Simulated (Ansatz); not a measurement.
MoN2, first-principles data

MoN₂:
```
CELL_PARAMETERS angstrom
      4.31879     0.00000     0.00000
      0.00000     4.31879     0.00000
      0.00000     0.00000     2.73946
ATOMIC_POSITIONS crystal
  Mo 0.50000 0.50000 0.00000
  Mo 0.00000 0.00000 0.00000
  N  0.88788 0.38788 0.50000
  N  0.11212 0.61212 0.50000
  N  0.61212 0.88788 0.50000
  N  0.38788 0.11212 0.50000
```

Space group P4/mbm (No. 127); conventional cell a = b = 4.319 Å, c = 2.739 Å, α = β = γ = 90.00°.

Method: plane-wave PAW r²SCAN (Ansatz code). The cell and atoms are relaxed at this level. Other levels are named where they apply.

Cell and energy:

```yaml
volume_per_atom: 8.52 Å³
density: 8.06 g/cm³
Formation energy from the elements (no fitted shifts): 0.032 eV/atom
```

Electronic structure:

```yaml
electronic_character: metallic (no gap)
Density of states at the Fermi level: 0.27 states/eV per atom (mean over ±0.08 eV)
Gap with spin–orbit coupling: none (metallic)
```

Mechanics:

```yaml
Bulk modulus (Birch–Murnaghan fit): 358 GPa
Pressure derivative B′: 4.6
Elastic constants (relaxed ions, GPa): C11 = 724, C12 = 194, C13 = 145, C33 = 812, C44 = 243, C66 = 273
mechanical_stability: stable (all eigenvalues of C positive)
hill_bulk_and_shear_moduli: 359 and 268 GPa
Young's modulus: 645 GPa
Poisson's ratio: 0.20
debye_temperature_from_the_elastic_constants: 929 K
```

Phonons:

```yaml
highest_zone_centre_frequency: 1083 cm^-1
zone_centre_stability: no imaginary mode at Γ
```

Charges:

```yaml
bader_charges: Mo +1.74, N -0.87 e
```

The workflow started from a Materials Project entry (that database holds measured and hypothetical structures alike); the Crystallography Open Database copy checked does not list it. Whether it is the stable phase at ambient conditions was not checked. The r²SCAN relaxation kept the symmetry of its start. No spin polarisation was allowed. As this level gives no gap, shear constants depend on the k-mesh and smearing (Fermi–Dirac, 0.1 eV here). As this level gives no gap, phonon frequencies hold no LO–TO term and depend on the k-mesh and smearing (Fermi–Dirac, 0.1 eV here). The references are the lowest solids computed at this level, not always the standard phases (solids in place of the gases). Scalar-relativistic: spin–orbit coupling is off unless named, which matters more the heavier the elements.

Potentials: the later of the program's two PAW sets.
